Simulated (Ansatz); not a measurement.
**Relaxation of zincblende-structured LaC, step by step**

Level of theory: DFT, PBE, scalar-relativistic, no spin polarisation; plane waves to 420 eV with PAW datasets (Ansatz 0.2.0), 7×7×7 k-mesh, Gaussian smearing of 0.05 eV. The datasets are Ansatz's generated set soft_2.

This is a trial structure made by placing the elements on a prototype's sites, so it needn't be the stable form.

```yaml
crystal:
  lattice:
    - [0.0, 2.8877638426, 2.8877638426]
    - [2.8877638426, 0.0, 2.8877638426]
    - [5.7755276852, 5.7755276852, 0.0]
  atoms:
    - { symbol: La, position: [0.015006448, 0.0516524018, -0.0123007049] }
    - { symbol: C, position: [0.2349245485, 0.2561546978, 0.1355006188] }
    - { symbol: La, position: [0.0139595673, -0.0029423272, 0.5079057781] }
    - { symbol: C, position: [0.2319421802, 0.2335221341, 0.6375620117] }
basis:
  ecutwfc: 420
  ecutrho_ratio: 4
kpoints:
  mp_grid: { grid: [7, 7, 7] }
hamiltonian:
  xc: pbe
scf:
  occupations: { method: gaussian, width: 0.05 }
output:
  forces: true
  stress: true
  eigenvalues: true
relax:
  f_tol: 0.02
  max_steps: 80
  cell: { stress_tol: 0.2 }
```

Launched as:
```sh
ansatz run input.yaml --threads 2 --pin off --max-ram 2662MiB --backend cpu --events-out ev --progress --plain --runs-dir out
```

Positions (Å) and forces (eV/Å) at the first step:

```xyz
4
Lattice="0.000 2.888 2.888 2.888 0.000 2.888 5.776 5.776 0.000" Properties=species:S:1:pos:R:3:forces:R:3 pbc="T T T"
La    0.078   -0.028    0.192    0.452    0.446   -1.079
C     1.522    1.461    1.418    0.061    0.062    0.660
La    2.925    2.974    0.032   -0.459   -0.600   -0.311
C     4.357    4.352    1.344   -0.053    0.092    0.730
```

Where does the relaxation end?

After 7 further evaluations the energy is 44.8 meV/atom lower and the largest force component 0.013 eV/Å; space group P1.
```xyz
4
Lattice="-0.013 2.951 2.794 2.928 -0.013 2.795 5.815 5.862 0.014" Properties=species:S:1:pos:R:3 pbc="T T T"
La    0.049    0.022    0.001
C     1.501    1.485    1.420
La    2.973    2.959    0.032
C     4.425    4.428    1.455
```

The course:

```
step  E − E(end) (meV/atom)  largest force component (eV/Å)  P (GPa)  a (Å)  b (Å)  c (Å)  accepted
   1                  44.76                           1.079     0.57  4.084  4.084  8.168       yes
   2                  28.69                           0.623     0.92  4.060  4.058  8.192       yes
   3                   0.89                           0.020     0.18  4.077  4.065  8.192       yes
   4                   0.59                           0.015     0.06  4.076  4.065  8.202       yes
   5                   2.47                           0.091    -0.59  4.060  4.048  8.276        no
   6                   0.19                           0.011    -0.07  4.069  4.055  8.235       yes
   7                   0.13                           0.013    -0.10  4.064  4.047  8.257       yes
   8                   0.00                           0.013    -0.09  4.064  4.047  8.257       yes
```

Late in the path the plane-wave basis is renewed for the changed cell, which shifts energy and pressure at the same geometry (Pulay error), so rows before the renewal hold an offset.

Step 4 in full:

```xyz
4
Lattice="-0.005 2.912 2.852 2.899 -0.002 2.850 5.788 5.811 0.005" Properties=species:S:1:pos:R:3:forces:R:3 pbc="T T T"
La    0.064    0.025    0.033   -0.004    0.003   -0.011
C     1.510    1.481    1.465   -0.001   -0.002    0.003
La    2.941    2.927    0.014    0.002   -0.010   -0.007
C     4.386    4.380    1.443    0.003    0.008    0.015
```

Cost: 2.9 min on 2 threads of Arm Neoverse V2 (shared host), peak memory 0.58 GiB.

For elements this heavy, spin–orbit coupling would shift levels and gaps; it isn't included here. The k-mesh is coarse, so small energy differences aren't converged.
